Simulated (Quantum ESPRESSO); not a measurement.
SnTa6Hf, a guest atom moved from site to site

Simulated, not a measurement. The program is pw.x of Quantum ESPRESSO 7.5 (plane-wave density functional theory). The cell is made up: eight metal atoms on a hexagonal close-packed lattice, with elements, volume, strain and displacements drawn at random and not relaxed, so it may be unstable or far from any real phase. PseudoDojo standard norm-conserving files set the functional (PBE unless stated); there is no spin polarisation or spin-orbit coupling, the Fermi-Dirac width of 0.25 eV means electrons at about 2900 K, and the masses in the input are unused placeholders. The tin pseudopotential is less sure than most, with forces differing by about three percent from a second method on plain tin. Heavy elements are run without spin-orbit coupling, which real alloys of them have. A spin test at this wide smearing found no moment, but such smearing suppresses magnetism that the real alloy may have.

The runs move one Sn atom among sites that otherwise hold Ta. Cell, positions, cutoff, mesh and smearing stay as in the input of run 1; sites are counted in its order. Stress in the tables is positive in tension.

Input of run 1:

```
&control calculation='scf', pseudo_dir='./dojo.nc.sr.pbe.v0_5.standard.upf', outdir='./o', disk_io='minimal', tprnfor=.true., tstress=.true. /
&system ibrav=0, nat=8, ntyp=3, nbnd=69, ecutwfc=72.02867146, nosym=.true., tot_charge=0,
 occupations='smearing', smearing='fd', degauss=0.0183746611
/
&electrons conv_thr=1.470e-08, electron_maxstep=70, mixing_beta=0.5 /
ATOMIC_SPECIES
Hf 1.0 Hf.upf
Sn 1.0 Sn.upf
Ta 1.0 Ta.upf
CELL_PARAMETERS angstrom
-2.977 -0.02 -0.0141
0.011 4.9796 -4.9104
-0.0583 -4.9905 -4.9219
ATOMIC_POSITIONS angstrom
Sn 0.041 0.0398 0.0178
Ta -0.0644 1.6223 -2.3831
Ta -0.015 -0.0557 -4.9176
Ta -0.1072 1.7117 -7.2597
Ta -1.3912 -0.8349 -2.5301
Hf -1.5499 -2.4071 -5.062
Ta -1.4597 -0.8146 -7.4725
Ta -1.5111 2.416 -4.8515
K_POINTS automatic
8 4 4 1 1 1
```

| run | elements on sites 1 to 8 | free energy less that of run 1 (eV) | -TS (eV) | pressure (GPa) | stress xx (GPa) | stress yy (GPa) | stress zz (GPa) | stress yz (GPa) | stress xz (GPa) | stress xy (GPa) | iterations |
| --- | --- | --- | --- | --- | --- | --- | --- | --- | --- | --- | --- |
| 1 | Sn Ta Ta Ta Ta Hf Ta Ta | 0.000 | -1.708 | 13.79 | -13.04 | -13.54 | -14.78 | 0.66 | -0.34 | -0.61 | 18 |
| 2 | Ta Sn Ta Ta Ta Hf Ta Ta | 0.057 | -1.761 | 13.41 | -12.06 | -15.02 | -13.14 | -0.01 | -0.17 | -0.45 | 18 |
| 3 | Ta Ta Sn Ta Ta Hf Ta Ta | 0.211 | -1.754 | 13.78 | -12.09 | -17.02 | -12.24 | -0.12 | 0.15 | -0.31 | 18 |
| 4 | Ta Ta Ta Sn Ta Hf Ta Ta | 0.144 | -1.741 | 13.91 | -12.07 | -16.73 | -12.91 | -1.41 | -0.19 | -0.19 | 18 |
| 5 | Ta Ta Ta Ta Ta Hf Sn Ta | 0.204 | -1.761 | 13.55 | -11.89 | -15.04 | -13.72 | 0.15 | -0.43 | 1.15 | 20 |
| 6 | Ta Ta Ta Ta Ta Hf Ta Sn | 0.268 | -1.746 | 13.95 | -12.95 | -15.75 | -13.16 | -1.45 | -0.11 | 1.63 | 19 |

Forces Fx Fy Fz (eV/Å):

```
site              run 1              run 2             run 3             run 4             run 5              run 6
   1  -0.10 -0.59 -0.21  -0.07 -1.01 -0.08  0.03 -0.64 -0.37  0.07 -0.88 -0.18  0.12 -0.58 -0.36  -0.01 -0.29 -0.15
   2    0.57 0.52 -1.33    0.69 0.11 -1.35  0.41 -0.11 -1.21  0.20 -0.05 -1.01  0.46 -0.27 -0.92   0.34 -0.32 -1.39
   3   -0.12 1.13 -0.33    -0.02 1.28 0.03  -0.05 1.78 -0.19  -0.11 1.15 -0.31  -0.09 1.39 -0.80    0.05 1.04 -0.23
   4   0.39 -0.16 -0.81    0.30 0.04 -0.95   0.57 0.25 -0.75  0.77 -0.57 -0.78   0.28 0.42 -0.58   0.54 -0.48 -0.87
   5    -0.33 0.12 1.11   -0.50 -0.46 0.68  -0.50 -0.08 0.66   -0.32 1.00 0.58   -0.31 0.28 0.81    -0.45 0.10 0.89
   6   -0.20 -0.80 1.39   -0.22 -1.08 1.67  -0.27 -2.06 1.54  -0.23 -0.99 1.92  -0.09 -1.49 1.77   -0.17 -1.35 1.83
   7    -0.05 0.04 0.18   -0.06 0.64 -0.11    0.01 0.23 0.37  -0.04 0.00 -0.17   -0.43 0.27 0.22    -0.31 0.63 0.08
   8   -0.17 -0.25 0.01    -0.12 0.47 0.13  -0.19 0.63 -0.05  -0.33 0.34 -0.06  0.06 -0.03 -0.14    0.00 0.66 -0.16
```

The sites are displaced and not relaxed, so the energy differences mix bonding between neighbours with strain and are not ordering energies. A rerun of one cell of this series at a higher cutoff and on a denser mesh moved values by no more than 0.003 eV in energy, 0.03 GPa in stress and 0.009 eV/Å in force, and a second program with other atomic files agreed on that cell to 2 % rms in force and 0.5 GPa in pressure.